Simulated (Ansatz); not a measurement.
Cu Kα1 powder pattern (kinematic, no thermal factors).
| 2θ (°) | relative intensity |
| --- | --- |
| 17.64 | 3 |
| 22.35 | 1 |
| 27.48 | 100 |
| 28.65 | 2 |
| 31.82 | 12 |
| 31.88 | 6 |
| 35.71 | 1 |
| 36.61 | 2 |
| 45.62 | 20 |
| 45.66 | 39 |
| 54.08 | 29 |
| 54.16 | 14 |
| 56.73 | 5 |
| 66.49 | 6 |
| 66.63 | 3 |
| 73.38 | 6 |
| 73.44 | 11 |
| 75.60 | 2 |
| 75.63 | 2 |
| 75.73 | 2 |
| 84.39 | 12 |
| 84.48 | 6 |

The pattern is computed from a structure relaxed with DFT PBE, scalar-relativistic, plane waves, PAW (Ansatz). No spin polarisation. Its elements are Ga, In, P.

**Question.** Give the structure.

**Answer.** InGa₃P₄.
Space group I-42m (No. 121). a = 5.620 Å, b = 5.620 Å, c = 11.220 Å, α = 90.00°, β = 90.00°, γ = 90.00°
```
atom  site  symmetry       x       y       z
  In    2b      -42m  0.5000  0.5000  0.0000
  Ga    4d      -4.. 0.0000  0.5000  0.2500
  Ga    2a      -42m  0.0000  0.0000  0.0000
   P    8i       ..m  0.2631  0.7369  0.3698
```

A pattern alone doesn't exclude other cells with like lines; this is the one computed.

It was reached by relaxing an invented guess, and it needn't be the stable form of this composition.
